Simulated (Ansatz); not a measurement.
## A vibration from a frozen displacement in TeRh

Theory: DFT PBEsol, scalar-relativistic, plane waves, PAW (Ansatz). Cutoff 420 eV, Γ-centred 12×12×8 k-points, Gaussian smearing of 0.15 eV. Spin–orbit coupling is left out, which matters for the heavy elements here. No spin polarisation. Energies are free energies at this smearing, counted from the undisturbed cell; pressure is positive in compression.

Reference structure (as given, not relaxed at this level; it stands at -0.2 GPa, and it needn't be the usual structure):

```yaml
crystal:
  lattice:
    - [3.99000, 0.00000, 0.00000]
    - [-1.99500, 3.45544, 0.00000]
    - [0.00000, 0.00000, 5.66000]
  atoms:
    - { symbol: Te, position: [0.33333, 0.66667, 0.25000] }
    - { symbol: Te, position: [0.66667, 0.33333, 0.75000] }
    - { symbol: Rh, position: [0.00000, 0.00000, 0.00000] }
    - { symbol: Rh, position: [0.00000, 0.00000, 0.50000] }
```

Every Te atom is moved by x along the Cartesian unit vector (0.000, 0.000, 1.000); the cell and all other atoms stay fixed. The cell's volume is 78.04 Å³; the moved atoms weigh 255.200 u together and the others 205.811 u. Some rows repeat others by symmetry and weren't run.

| x (Å) | ΔE (meV/cell) | total force on the moved atoms along the move (eV/Å) | pressure (GPa) |
| --- | --- | --- | --- |
| -0.2000 | 141.70 | 1.4476 | 1.4570 |
| -0.1750 | 108.00 | 1.2502 | 1.0693 |
| -0.1500 | 79.12 | 1.0614 | 0.7315 |
| -0.1250 | 54.87 | 0.8796 | 0.4445 |
| -0.1000 | 35.11 | 0.7020 | 0.2089 |
| -0.0750 | 19.76 | 0.5264 | 0.0251 |
| -0.0500 | 8.79 | 0.3512 | -0.1065 |
| -0.0250 | 2.20 | 0.1758 | -0.1856 |
| 0.0000 | 0.00 | 0.0000 | -0.2120 |
| 0.0250 | 2.20 | -0.1758 | -0.1856 |
| 0.0500 | 8.79 | -0.3512 | -0.1065 |
| 0.0750 | 19.76 | -0.5264 | 0.0251 |
| 0.1000 | 35.11 | -0.7020 | 0.2089 |
| 0.1250 | 54.87 | -0.8796 | 0.4445 |
| 0.1500 | 79.12 | -1.0614 | 0.7315 |
| 0.1750 | 108.00 | -1.2502 | 1.0693 |
| 0.2000 | 141.70 | -1.4476 | 1.4570 |

Task: What frequency belongs to this motion?

Result: The force constant is k = −dF/dx = 7.032 eV/Å², from the parabola through x = -0.0250, 0 and 0.0250. In every cell the moved atoms swing against the rest, so the mass is μ = m₁m₂/(m₁ + m₂) = 113.930 u, and ν̃ = 521.5 cm⁻¹ × √(|k|/μ) = 130 cm⁻¹. To first order in x, and within 1 %, the force on every atom lies along the move and, within each of the two groups, in proportion to the atom's mass, so this is itself a mode at the zone centre of this cell.

Task: How far does the harmonic law reach?

Result: At x = -0.200 Å, kx²/2 = 140.64 meV against the computed 141.70 meV (+0.8 %): the well is still close to harmonic there.

Task: The pressure changes with x². What does that say about the frequency under compression?

Result: With E = k(V)x²/2, k ∝ V^(−2γ) and x scaling with the cell as V^(1/3), P − P0 = −∂E/∂V = (2γ − 2/3) ΔE/V. At x = 0.0500 Å, V(P − P0) = 78.04 × 0.10549 / 160.2 eV = 51.38 meV and ΔE = 8.79 meV, so γ = 1/3 + V(P − P0)/(2ΔE) = 3.26. This is the Grüneisen parameter of the motion under uniform scaling of the cell: shrinking the cell evenly by 1 % in volume raises the frequency by about 3.26 %.

In a metal these slopes depend on the k mesh and the smearing.